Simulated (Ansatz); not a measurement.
Input and command of a plane-wave DFT calculation in Ansatz:

```yaml
crystal:
  lattice:
    - [5.9217484684, 0.0, 0.0]
    - [0.0, 7.7118469691, 0.0]
    - [0.0, 0.0, 3.7961242163]
  atoms:
    - { symbol: Bi, position: [0.1885802819, 0.3555453813, 0.0] }
    - { symbol: Bi, position: [0.8114197181, 0.6444546187, 0.0] }
    - { symbol: Bi, position: [0.6885802819, 0.1444546187, 0.5] }
    - { symbol: Bi, position: [0.3114197181, 0.8555453813, 0.5] }
    - { symbol: P, position: [0.0, 0.0, 0.0] }
    - { symbol: P, position: [0.5, 0.5, 0.5] }
basis:
  ecutwfc: 420
kpoints:
  mp_grid: { grid: [6, 6, 10] }
hamiltonian:
  xc: pbe
scf:
  occupations: { method: gaussian, width: 0.1 }
output:
  forces: true
  stress: true
  eigenvalues: true
relax:
  adjacent_minimum: "off"
  f_tol: 0.01
  max_steps: 80
  cell: { stress_tol: 0.05 }
```

```bash
ansatz run input.yaml --threads 1 --pin off --max-ram 2560MiB --backend cpu --events-out ev --progress --plain --runs-dir out
```

Processor: Arm Neoverse V1, 1 thread, on a host shared with other jobs.

Question: Estimate time, memory and problem size.

Answer: About 4.2 min on 1 thread of Arm Neoverse V1 (shared host), peak memory 0.73 GiB. It solves 42 bands at 96 k points (the mesh reduced by the symmetry that the task leaves, which can be less than the crystal's) with about 3409 plane waves (on the last cell), in 26 SCF iterations over 5 ionic steps.
